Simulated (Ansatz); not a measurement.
Polymorphs of Sb, each relaxed with r²SCAN+D4 in the plane-wave PAW code Ansatz:

A: simple cubic (Pm-3m)
a = b = c = 3.0719 Å, α = β = γ = 90.00°

```tsv
atom	site	symmetry	x	y	z
Sb	1a	m-3m	0.0000	0.0000	0.0000
```

B: fcc (Cu type) (Fm-3m)
a = b = c = 4.748 Å, α = β = γ = 90.00°

```csv
atom,site,symmetry,x,y,z
Sb,4a,m-3m,0.0000,0.0000,0.0000
```

C: I-43m
a = 6.9533 Å, b = 6.9533 Å, c = 6.9533 Å, α = 90.00°, β = 90.00°, γ = 90.00°

| atom | site | symmetry | x | y | z |
|---|---|---|---|---|---|
| Sb | 8c | .3m | 0.1446 | 0.1446 | 0.1446 |

Q: Rank these by energy per atom at 0 K (lowest first), as r²SCAN+D4 gives it.

A: A (+0 meV/atom), C (+243 meV/atom), B (+411 meV/atom)

Q: Give each one's gap.

A: A no gap; B no gap; C 1.29 eV.

Typed or built starts, not in the databases checked: C. Not the usual ambient phase: A; B; C. Unstable at this level: B. All cells were relaxed under the symmetry of their starts (and spin orders); stability against distortions was not tested throughout. Scalar-relativistic: spin–orbit coupling is off unless named, which matters more the heavier the elements.

Energies hold the estimated change up to a 700 eV cutoff; steps of a few meV lie near the error of the meshes.

Potentials: the later of the program's two PAW sets.
